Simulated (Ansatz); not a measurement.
Consider the following.

Mg₂ZnO₃:
```xyz
6
Lattice="2.9589 0.0000 0.0000 -1.4794 2.5625 0.0000 0.0000 0.0000 7.2122" Properties=species:S:1:pos:R:3 pbc="T T T"
Mg     0.0000     1.7083     4.8050
Mg     1.4794     0.8542     2.4072
Zn     0.0000     0.0000     0.0000
O      0.0000     1.7083     1.2346
O      1.4794     0.8542     5.9776
O      0.0000     0.0000     3.6061
```

This is the LDA-relaxed structure.

Problem. All from the program Ansatz at the LDA level (PAW), unless another level is named. Predict the band gap.

Solution. 3.37 eV (indirect).

Problem. Predict the electron effective mass.

Solution. 0.33 mₑ (isotropic).

Problem. Give the conduction-band minimum.

Solution. at Γ.

Problem. Give the weight of the valence-edge state by species (Voronoi cells).

Solution. O 80 %, Zn 17 %, Mg 3 %.

Space group P-3m1. The workflow started from a Materials Project entry (that database holds measured and hypothetical structures alike); the Crystallography Open Database copy checked does not list it. With Mg and Zn taken as one species the cell has the higher symmetry Fm-3m, so it may be an ordered model of a mixed-site phase. Whether it is the stable phase at ambient conditions was not checked. The LDA relaxation kept the symmetry of its start; phonons on a q-mesh show no instability.

Potentials: the later of the program's two PAW sets.
